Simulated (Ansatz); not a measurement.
Here is the system:

TaSnO3:
```cif
data_O3SnTa
_chemical_formula_sum 'Sn1 Ta1 O3'
_space_group_name_H-M_alt 'Pm-3m'
_space_group_IT_number 221
_space_group_name_Hall '-P 4 2 3'
_cell_length_a 4.02506
_cell_length_b 4.02506
_cell_length_c 4.02506
_cell_angle_alpha 90.000
_cell_angle_beta 90.000
_cell_angle_gamma 90.000
loop_
_atom_site_label
_atom_site_type_symbol
_atom_site_symmetry_multiplicity
_atom_site_Wyckoff_symbol
_atom_site_fract_x
_atom_site_fract_y
_atom_site_fract_z
_atom_site_occupancy
Sn1 Sn 1 a 0.00000 0.00000 0.00000 1
Ta1 Ta 1 b 0.50000 0.50000 0.50000 1
O1 O 3 c 0.00000 0.50000 0.50000 1
```

This is the PBEsol-relaxed structure.

Q: All from PBEsol (plane waves, PAW; program Ansatz), unless another level is named. Predict the electronic character.

A: metallic (no gap).

Q: Give the formation energy from the elements (no fitted shifts).

A: -1.98 eV/atom.

Q: And the density of states at the Fermi level?

A: 0.50 states/eV per atom (mean over ±0.08 eV).

Q: Predict the gap with spin–orbit coupling.

A: none (metallic).

The workflow started from an entry of the Crystallography Open Database (COD). Whether it is the stable phase at ambient conditions was not checked. The PBEsol relaxation kept the symmetry of its start; of distortions, only those at the zone centre were tested, and some modes there are weakly imaginary. No spin polarisation was allowed. With an odd number of electrons in the cell and no spin polarisation, the count alone makes it a metal. The references are the lowest solids computed at this level, not always the standard phases (solids in place of the gases). Scalar-relativistic: spin–orbit coupling is off unless named, which matters more the heavier the elements.

Potentials: the later of the program's two PAW sets.
